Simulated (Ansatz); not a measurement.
**NiPt$_{5}$ (P4/mmm) at 2 levels of theory**

One geometry, relaxed with PBE; plane waves with PAW potentials in Ansatz, scalar-relativistic. Collinear spin, ending at 1.5 μB a primitive cell. Gaps are the least over mesh and band path; pressure is positive in compression.

```
Ni Pt
1.0
     2.77681    0.00000    0.00000
     0.00000    2.77681    0.00000
     0.00000    0.00000   11.58957
Ni Pt
1 5
Direct
  0.00000 0.00000 0.50000
  0.00000 0.00000 0.82562
  0.50000 0.50000 0.00000
  0.00000 0.00000 0.17438
  0.50000 0.50000 0.35034
  0.50000 0.50000 0.64966
```

| level | cutoff (eV) | k mesh | gap (eV) | pressure (GPa) | largest moment (μB) |
| --- | --- | --- | --- | --- | --- |
| PBE | 420 | 14×14×4 | 0 | 0.0 | 0.77 |

What comes out on the same cell with PBEsol?

```tsv
level	cutoff (eV)	k mesh	gap (eV)	pressure (GPa)	largest moment (μB)
PBEsol	420	14×14×4	0	-10.2	0.73
```

Spin-orbit coupling matters for the bands of heavy elements and is left out.

It was reached by relaxing an invented guess, and it needn't be the stable form of this composition.
